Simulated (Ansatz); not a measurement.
In r²SCAN in the plane-wave PAW code Ansatz, AlGa3As4 in the tetragonal phase (P-4m2; Pearson symbol tP8) relaxes to a = 4.011 Å, c = 11.326 Å. Ga on 2e has 4 nearest neighbours from 2.45 Å (tetrahedral); As on 2g has 4 nearest neighbours from 2.45 Å (tetrahedral); Ga on 1b has 4 nearest neighbours from 2.45 Å (tetrahedral); As on 2g has 4 nearest neighbours from 2.45 Å (tetrahedral).

The Kohn–Sham gap is 1.29 eV (direct). The valence maximum lies at Γ and the conduction minimum at Γ. HSE06 on the same cell gives 1.68 eV. Gap from r²SCAN with spin–orbit coupling: 1.19 eV. The electron mass is 0.074, 0.074, 0.082 mₑ (principal values).

The bulk modulus is 732 kbar. The relaxed-ion elastic constants in GPa are C11 = 144, C12 = 24.3, C13 = 51.4, C33 = 117, C44 = 59.7, C66 = 32.9. The elastic constants imply a Debye temperature near 361 K. Bader charges are Ga +0.77 to +0.78, As -1.43 to -0.77, Al +2.08 e.

The start of the workflow was typed in or built on a structure type; neither database checked (COD, Materials Project) lists it. Its standing as an ambient phase is unchecked. The r²SCAN relaxation kept the symmetry of its start; whether a distortion lowers the energy is not shown. Scalar-relativistic: spin–orbit coupling is off unless named, which matters more the heavier the elements.

Potentials: the earlier of the program's two PAW sets. The files were generated under PBE; for other functionals the program regenerates the frozen cores, and for LDA and PBEsol the local potential too.
